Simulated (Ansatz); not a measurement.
GePt:
```
GePt
1.0
   -1.61379     1.61379     6.67774
    1.61379    -1.61379     6.67774
    1.61379     1.61379    -6.67774
Pt Ge
2 2
Direct
  0.00513   0.00513   0.00000
  0.75513   0.25513   0.50000
  0.41087   0.41087   0.00000
  0.16087   0.66087   0.50000
```

Relaxed with PBE. Special points in fractions of this cell's reciprocal vectors: Γ (0.000, 0.000, 0.000); X (0.000, 0.000, 0.500); P (0.250, 0.250, 0.250); N (0.000, 0.500, 0.000); M (0.500, 0.500, -0.500); S (0.265, 0.735, -0.265); S0 (-0.265, 0.265, 0.265); R (-0.029, 0.029, 0.500); G (0.500, 0.500, -0.029).

Task: List the band energies nearest the Fermi level at these points for PBE in the plane-wave PAW code Ansatz.

Result: In eV from the Fermi level; about four levels below and three above (degenerate sets whole), none deeper than 8.9 eV; points with the same levels are listed once.

```csv
k,below,above
Γ,-3.03 -3.03 -2.34 -2.27 -2.17,2.28 3.61 3.61
X,-1.35 -1.35 -0.58 -0.58,0.75 0.75 1.88 1.88
P,-1.35 -1.35 -0.77 -0.77,0.72 0.72 2.05 2.05
N,-2.47 -1.36 -1.01 -0.66,1.76 3.64 5.68
M,-2.30 -2.30 -0.81 -0.81,2.16 2.16 5.84 5.84
S,-2.45 -1.22 -1.02 -0.56,2.03 2.76 5.76
R,-1.42 -1.42 -0.57 -0.57,0.76 0.76 2.03 2.03
```

Space group I4_1md. A made-up cell: these elements were put on the sites of a structure type; neither database checked (COD, Materials Project) lists it. COD files the formula under space group No. 62, so this cell is another polymorph or a model. Whether it is the stable phase at ambient conditions was not checked. Symmetry was held in the PBE relaxation; whether a distortion lowers the energy is not shown. No spin polarisation was allowed. Spin–orbit coupling is left out wherever it is not named.

Potentials: the later of the program's two PAW sets.
